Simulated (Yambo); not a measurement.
RPA spectrum of BP (zinc blende, space group F-43m, No. 216) on PBEsol bands in Yambo (16×16×16 mesh, 15 bands, 4 Ry local-field block, 0.2 eV broadening; field along x). CGrdSpXd merges neighbouring transition energies to save time; the report line [X-CG] gives the poles kept by one of the 4 MPI tasks, and where the merging fails may depend on that split.

```tsv
CGrdSpXd asked (%)	share reached (%)	poles used (one task)	static ε	largest change of Im ε (% of its maximum)	rough time
100	100	1648	9.04	0.0	1
70	69	1153	9.04	0.2	within a factor of two
30	29	489	9.05	1.2	within a factor of two
15	3	64	9.29	31	within a factor of two
5	3	64	9.29	31	within a factor of two
```

All runs end normally. In the runs at 15 %, 5 % few poles are left or the spectrum changes by over a quarter of its peak, and no warning says so. Times are rough ratios from shared machines. The k mesh wasn't tested; the rows compare only with each other.

Geometry relaxed with PBEsol; primitive cell a = 3.197 Å, b = 3.197 Å, c = 3.197 Å, α = 60.00°, β = 60.00°, γ = 60.00°.
